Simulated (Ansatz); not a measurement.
MgTe:
```xyz
4
Lattice="4.5610 0.0000 0.0000 -2.2805 3.9500 0.0000 0.0000 0.0000 7.4113" Properties=species:S:1:pos:R:3 pbc="T T T"
Mg     2.2805     1.3167     0.0075
Mg     0.0000     2.6333     3.7132
Te     2.2805     1.3167     4.6260
Te     0.0000     2.6333     0.9204
```

Relaxed with PBEsol. Special points in fractions of this cell's reciprocal vectors: Γ (0.000, 0.000, 0.000); M (0.500, 0.000, 0.000); K (0.333, 0.333, 0.000); A (0.000, 0.000, 0.500); L (0.500, 0.000, 0.500); H (0.333, 0.333, 0.500).

**Question.** List the band energies nearest the valence-band maximum at these points for DFT-PBEsol in the program Ansatz with PAW potentials.

**Answer.** In eV from the valence-band maximum; about four levels below and three above (degenerate sets whole), none deeper than 8.9 eV; points with the same levels are listed once.

```
k                         below                          above
-  ----------------------------  -----------------------------
Γ  -0.51 -0.51 -0.02 -0.02 0.00            2.39 2.92 5.25 5.25
M       -2.00 -1.26 -1.03 -0.46                 3.08 3.81 4.20
K       -2.41 -1.44 -1.44 -1.40                 3.42 5.73 5.73
A       -0.28 -0.28 -0.28 -0.28  3.41 3.41 5.50 5.50 5.50 5.50
L       -0.91 -0.91 -0.90 -0.90            3.15 3.15 4.21 4.21
H       -1.99 -1.99 -0.63 -0.63            3.84 3.84 5.04 5.04
```

Space group P6_3mc (wurtzite). The PBEsol relaxation kept the symmetry of its start. Scalar-relativistic: spin–orbit coupling is off unless named, which matters more the heavier the elements.

Potentials: the later of the program's two PAW sets.
